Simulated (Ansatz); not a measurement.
Re:
```xyz
2
Lattice="2.7537 0.0000 0.0000 -1.3769 2.3848 0.0000 0.0000 0.0000 4.4541" Properties=species:S:1:pos:R:3 pbc="T T T"
Re     0.0000     1.5899     3.3406
Re     1.3769     0.7949     1.1135
```

Relaxed with r²SCAN+D4. Special points in fractions of this cell's reciprocal vectors: Γ (0.000, 0.000, 0.000); M (0.500, 0.000, 0.000); K (0.333, 0.333, 0.000); A (0.000, 0.000, 0.500); L (0.500, 0.000, 0.500); H (0.333, 0.333, 0.500).

Question: List the band energies nearest the Fermi level at these points for r²SCAN+D4 (plane waves, PAW; program Ansatz).

Answer: In eV from the Fermi level; about four levels below and three above (degenerate sets whole), none deeper than 8.9 eV; … stands for higher levels left out; points with the same levels are listed once.

```tsv
k	below	above
Γ	-1.62 -1.62 -0.75 -0.75	0.25 0.25 0.53
M	-1.98 -1.86 -1.46 -0.62	4.22 4.63 4.77
K	-3.57 -2.24 -2.24 -0.05	3.21 3.21 3.71
A	-1.75 -1.75 -1.75 -1.75	…
L	-6.61 -6.61 -4.32 -4.32	0.45 0.45 0.90 0.90
H	-3.94 -3.94 -2.29 -2.29	0.08 0.08 3.56 3.56
```

Space group P6_3/mmc (hcp (Mg type)). Symmetry was held in the r²SCAN+D4 relaxation. No spin polarisation was allowed. The pairwise dispersion correction was not fitted to metals. Scalar-relativistic: spin–orbit coupling is off unless named, which matters more the heavier the elements.

Potentials: the later of the program's two PAW sets.
